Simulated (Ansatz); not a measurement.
Relaxed-ion elastic tensor of ZrB₂ in space group P6/mmm (No. 191; Zr on 1a, B on 2d) in GPa (Voigt order), the program Ansatz at the LDA level (PAW); density 6.32 g/cm³, 9.88 Å³ per atom.

|  | 1 | 2 | 3 | 4 | 5 | 6 |
|---|---|---|---|---|---|---|
| 1 | 606 | 59.7 | 137 | 0.0 | 0.0 | 0.0 |
| 2 | 59.7 | 606 | 137 | 0.0 | 0.0 | 0.0 |
| 3 | 137 | 137 | 472 | 0.0 | 0.0 | 0.0 |
| 4 | 0.0 | 0.0 | 0.0 | 276 | 0.0 | 0.0 |
| 5 | 0.0 | 0.0 | 0.0 | 0.0 | 276 | 0.0 |
| 6 | 0.0 | 0.0 | 0.0 | 0.0 | 0.0 | 273 |

Problem. Is the crystal mechanically stable?

Solution. Yes: the smallest eigenvalue of C is 273 GPa.

Problem. Work out the Voigt, Reuss and Hill averages.

Solution. K_V = 261, K_R = 261, K_H = 261; G_V = 255, G_R = 247, G_H = 251 GPa.

Problem. Give Young's modulus, Poisson's ratio, Pugh's ratio and the universal anisotropy index.

Solution. E = 9KG/(3K + G) = 570 GPa; ν = 0.14; K/G = 1.04 (brittle by the Pugh limit of 1.75); A_U = 5G_V/G_R + K_V/K_R − 6 = 0.16.

Problem. Estimate the sound speeds and the Debye temperature.

Solution. v_l = √((K + 4G/3)/ρ) = 9710 m/s, v_t = √(G/ρ) = 6300 m/s, mean 6910 m/s; Θ = (h/k)(3n/4πV)^(1/3) v_m = 959 K.

Problem. How much does each axis shrink under pressure?

Solution. Linear compressibilities β_i = Σ_j S_ij (j = 1 to 3): x 1.2, y 1.2, z 1.4 per TPa.

The LDA relaxation kept the symmetry of its start; of distortions, only those at the zone centre were tested. The run is not spin-polarised. As this level gives no gap, shear constants depend on the k-mesh and smearing (Fermi–Dirac, 0.1 eV here).

Potentials: the later of the program's two PAW sets.
